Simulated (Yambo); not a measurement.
## How GW settings move the gap: BeSe

G0W0@PBEsol for BeSe (zinc blende, space group F-43m, No. 216) in Yambo. Reference settings: 6×6×6 Γ-centred k mesh, bands 7 to 79 and a 10 Ry block in the screening, 79 bands in G with the Bruneval-Gonze terminator, plasmon pole fitted at 27.2 eV. The PBEsol gap Γ → X on this mesh is 2.47 eV; G0W0 gaps are taken between the same points.

```tsv
change from the reference	G0W0 gap Γ → X (eV)	shift of the valence edge (eV)	rough Yambo cost
reference settings	4.42	-1.53	1
29 bands in G	4.42	-1.49	–
wavefunctions cut at 25 Ry	4.36	-1.39	within a factor of two
no point-group symmetry	4.41	-1.52	about 6×
29 bands in G, no terminator	4.26	-1.06	–
no terminator	4.38	-1.45	–
```

The reference isn't shown to be the converged limit. Costs are rough (shared machines), scaled to the same edge states, and given only for runs that recompute the screening.

Spin-orbit splittings are left out.

The standard potential for Se keeps a d shell in the valence without the s and p states of that shell. In tests on such compounds this moved G0W0 gaps by up to about 0.9 eV, so absolute quasiparticle energies here are unreliable; differences between settings are what counts.

Geometry relaxed with PBEsol; primitive cell a = b = c = 3.6276 Å, α = β = γ = 60.00°.

A shift is the quasiparticle energy of the state minus its PBEsol energy.
